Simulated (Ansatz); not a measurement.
Relaxation of a relaxed NbP cell shaken by Gaussian noise of σ = 0.08 Å a coordinate; 8 atoms in the cell, which starts as P1 (No. 1), aP8; a = 4.277 Å, b = 4.679 Å, c = 5.911 Å, α = 90.00°, β = 90.00°, γ = 90.00°. Computed with PBEsol (plane waves to 420 eV, PAW, scalar-relativistic; Ansatz, an electronic-structure program). Γ-centred k-mesh 4×6×5 on the run's cell (coarser than for final values), Fermi–Dirac smearing 0.05 eV. This is the first round of the run. 

The optimiser's lines from the output (shortened; P is positive under compression):

```
relax step   1: F+E_penalty+E_count = -20948.23557554 eV  Δ(F+E_penalty+E_count) = +0.000e0 eV  max|allowed force component| = 2.032e0 eV/Å  Δτ_max = 0.0000 Å  P = +2.711 GPa  Ω = 118.288 Å³  (6 SCF iters, dr2 threshold 1.00e-7 eV, accepted)
relax step   2: F+E_penalty+E_count = -20948.62354591 eV  Δ(F+E_penalty+E_count) = -3.880e-1 eV  max|allowed force component| = 8.568e-1 eV/Å  Δτ_max = 0.1953 Å  P = +2.894 GPa  Ω = 117.131 Å³  (6 SCF iters, dr2 threshold 8.00e-7 eV, accepted)
relax step   3: F+E_penalty+E_count = -20948.74719737 eV  Δ(F+E_penalty+E_count) = -1.237e-1 eV  max|allowed force component| = 1.296e-1 eV/Å  Δτ_max = 0.0631 Å  P = -0.479 GPa  Ω = 118.572 Å³  (6 SCF iters, dr2 threshold 8.00e-7 eV, accepted)
relax step   4: F+E_penalty+E_count = -20948.75570513 eV  Δ(F+E_penalty+E_count) = -8.508e-3 eV  max|allowed force component| = 1.261e-2 eV/Å  Δτ_max = 0.0098 Å  P = +0.023 GPa  Ω = 118.292 Å³  (6 SCF iters, dr2 threshold 8.00e-7 eV, accepted)
relax step   5: F+E_penalty+E_count = -20948.75591143 eV  Δ(F+E_penalty+E_count) = -2.063e-4 eV  max|allowed force component| = 1.234e-2 eV/Å  Δτ_max = 0.0029 Å  P = +0.018 GPa  Ω = 118.292 Å³  (6 SCF iters, dr2 threshold 2.93e-7 eV, accepted)
relax step   6: F+E_penalty+E_count = -20948.75597184 eV  Δ(F+E_penalty+E_count) = -6.041e-5 eV  max|allowed force component| = 2.397e-3 eV/Å  Δτ_max = 0.0013 Å  P = -0.001 GPa  Ω = 118.300 Å³  (6 SCF iters, dr2 threshold 2.10e-8 eV, accepted)
relax step   7: F+E_penalty+E_count = -20948.75597313 eV  Δ(F+E_penalty+E_count) = -1.288e-6 eV  max|allowed force component| = 4.515e-4 eV/Å  Δτ_max = 0.0003 Å  P = +0.000 GPa  Ω = 118.304 Å³  (6 SCF iters, dr2 threshold 1.01e-9 eV, accepted)
relax step   8: F+E_penalty+E_count = -20948.75597604 eV  Δ(F+E_penalty+E_count) = -2.909e-6 eV  max|allowed force component| = 4.503e-4 eV/Å  Δτ_max = 0.0000 Å  P = -0.000 GPa  Ω = 118.304 Å³  stress off target by 4.77e-3 GPa  SCF on the basis re-selected at this cell (its energy is not comparable with the rows above)  (8 SCF iters)
```

From the first to the last row the energy changes by -0.07 eV/atom and the volume by 0.0 %. The last row is marked as not comparable with the walk above it, whose basis was carried along; it does compare with step 1, since both stand on a basis selected at the nominal cutoff for their own cell.

Later rounds, restarted from the end of this one on a renewed k-mesh, logged 8 more steps and released under 0.01 eV/atom more. The final structure after all rounds: Pnma (No. 62), oP8; a = 5.911 Å, b = 4.277 Å, c = 4.679 Å, α = β = γ = 90.00°. No spin polarisation in the result.

The relaxed structure here is a generated cell of NbP: the first start was made by placing the elements on the sites of a structure type, and the end was not matched to a known phase here, so it may be hypothetical.
